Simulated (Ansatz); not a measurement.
MgAl₃N₃O:
```cif
data_Al3MgN3O
_chemical_formula_sum 'Mg1 Al3 O1 N3'
_space_group_name_H-M_alt 'Pm'
_space_group_IT_number 6
_space_group_name_Hall 'P -2y'
_cell_length_a 5.04020
_cell_length_b 3.14731
_cell_length_c 5.48236
_cell_angle_alpha 90.000
_cell_angle_beta 90.111
_cell_angle_gamma 90.000
loop_
_atom_site_label
_atom_site_type_symbol
_atom_site_symmetry_multiplicity
_atom_site_Wyckoff_symbol
_atom_site_fract_x
_atom_site_fract_y
_atom_site_fract_z
_atom_site_occupancy
Mg1 Mg 1 a 0.48974 0.00000 0.33403 1
Al1 Al 1 b 0.01513 0.50000 0.15426 1
O1 O 1 a 0.90552 0.00000 0.33403 1
N1 N 1 b 0.37015 0.50000 0.15098 1
Al2 Al 1 b 0.48683 0.50000 0.83586 1
Al3 Al 1 a 0.00751 0.00000 0.67784 1
N2 N 1 b 0.87262 0.50000 0.83108 1
N3 N 1 a 0.37249 0.00000 0.68193 1
```

Relaxed with r²SCAN.

Task: Tabulate the valence density and the electron localisation function along the shortest Al–N contact (1.79 Å), DFT-r²SCAN in the program Ansatz with PAW potentials.

Result: 

| distance from Al (Å) | density (e/Å³) | ELF |
|---|---|---|
| 0.18 | 0.05 | 0.03 |
| 0.27 | 0.06 | 0.00 |
| 0.36 | 0.09 | 0.03 |
| 0.45 | 0.14 | 0.08 |
| 0.54 | 0.22 | 0.27 |
| 0.63 | 0.33 | 0.52 |
| 0.72 | 0.47 | 0.71 |
| 0.81 | 0.63 | 0.79 |
| 0.89 | 0.82 | 0.83 |
| 0.98 | 1.04 | 0.85 |
| 1.07 | 1.33 | 0.85 |
| 1.16 | 1.71 | 0.83 |
| 1.25 | 2.23 | 0.78 |
| 1.34 | 2.78 | 0.68 |
| 1.43 | 3.21 | 0.50 |
| 1.52 | 3.39 | 0.27 |
| 1.61 | 3.38 | 0.11 |

The density is the valence pseudo-density with augmentation charge, so density and ELF within about 1 Å of a nucleus are not all-electron values.

The start of the workflow was typed in or built on a structure type; neither database checked (COD, Materials Project) lists it. Whether it is the stable phase at ambient conditions was not checked. The cell was relaxed with r²SCAN under the symmetry of its start; whether a distortion lowers the energy is not shown.

Potentials: the earlier of the program's two PAW sets.
